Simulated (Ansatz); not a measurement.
From the elastic tensor of GaGeO₄ to moduli and sound speeds

Theory: Ansatz, DFT PBE, scalar-relativistic, plane waves, PAW. Settings: 420 eV plane-wave cutoff, Γ-centred 8×8×12 mesh, Fermi-Dirac smearing of 0.15 eV. No spin polarisation.

Space group Cmmm (No. 65), orthorhombic, a = 6.354 Å, b = 6.564 Å, c = 2.960 Å. Ga is surrounded by 6 O at 1.96–2.04 Å; around Ge lie 6 O at 1.89–1.93 Å; O on a site of symmetry 2mm is surrounded by 1 Ge at 1.89 Å and 2 Ga at 1.96 Å; O on a site of symmetry m2m is surrounded by 2 Ge at 1.93 Å and 1 Ga at 2.04 Å.

The cell was found from a structure generator's guess, not taken from experiment. In a metal, frequencies and elastic constants depend on the k mesh and the smearing, soft modes and shear constants most.

Relaxed-ion constants (GPa, on the Cartesian axes of the calculation):
C11 = 393.1, C12 = 48.4, C13 = 143.8, C22 = 265.4, C23 = 106.3, C33 = 403.2, C44 = 58.3, C55 = 73.9, C66 = 39.1 GPa; the others vanish.

Density 5.552 g/cm³; 6 atoms in 61.71 Å³.

With S = C⁻¹: B_V = (C11+C22+C33+2(C12+C13+C23))/9, G_V = (C11+C22+C33−C12−C13−C23+3(C44+C55+C66))/15, 1/B_R = S11+S22+S33+2(S12+S13+S23), 15/G_R = 4(S11+S22+S33−S12−S13−S23)+3(S44+S55+S66); Hill is their mean. Then v_l = √((B+4G/3)/ρ), v_t = √(G/ρ), v_m = [(2/v_t³+1/v_l³)/3]^(−1/3) and Θ = (ħ/k_B)·v_m·(6π²n/V)^(1/3) for n atoms in the volume V; E = 9BG/(3B+G), ν = (3B−2G)/(2(3B+G)) and A^U = 5G_V/G_R + B_V/B_R − 6.

```json
{
 "Bulk modulus, Voigt / Reuss / Hill": "184.3 / 170.7 / 177.5 GPa",
 "Shear modulus, Voigt / Reuss / Hill": "85.1 / 68.6 / 76.9 GPa",
 "Young's modulus": "202 GPa",
 "Poisson ratio": "0.311",
 "Pugh ratio B/G": "2.31 (over 1.75, the rule of thumb for ductile)",
 "Universal anisotropy index": "1.29",
 "Longitudinal and transverse sound speeds": "7102 and 3721 m/s",
 "Debye temperature from the mean sound speed": "570 K"
}
```
